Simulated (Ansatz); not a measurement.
Cu:
Space group P4₂/mnm (No. 136); a = b = 8.7139 Å, c = 4.6129 Å, α = β = γ = 90.00°

```
atom  site  symmetry       x       y       z
----  ----  --------  ------  ------  ------
Cu      8i       m..  0.1333  0.5380  0.0000
Cu      8i       m..  0.0665  0.2646  0.0000
Cu      8j       ..m  0.3182  0.3182  0.2493
Cu      4g      m.2m  0.0987  0.0987  0.5000
Cu      2a      m.mm  0.0000  0.0000  0.0000
```

Relaxed with r²SCAN.

Task: Tabulate the valence density and the electron localisation function along the shortest Cu–Cu contact (2.30 Å), the program Ansatz at the r²SCAN level (PAW).

Result: 

```tsv
distance from Cu (Å)	density (e/Å³)	ELF
0.23	41.84	0.82
0.35	23.00	0.62
0.46	10.85	0.41
0.58	4.80	0.28
0.69	2.17	0.22
0.81	1.05	0.19
0.92	0.58	0.18
1.04	0.43	0.19
1.15	0.40	0.19
1.27	0.43	0.19
1.38	0.58	0.18
1.50	1.05	0.19
1.61	2.17	0.22
1.73	4.80	0.28
1.84	10.85	0.41
1.96	23.00	0.62
2.07	41.84	0.82
```

The density is the valence pseudo-density with augmentation charge, so density and ELF within about 1 Å of a nucleus are not all-electron values.

Space group P4_2/mnm. The start of the workflow was typed in or built on a structure type; neither database checked (COD, Materials Project) lists it. It is not the phase usual at ambient conditions (space group No. 225). Symmetry was held in the r²SCAN relaxation; whether a distortion lowers the energy is not shown. The run is not spin-polarised. Axis ratios of metals converge slowly with the k-mesh, so a and c are less sure than the volume.

Potentials: the later of the program's two PAW sets.
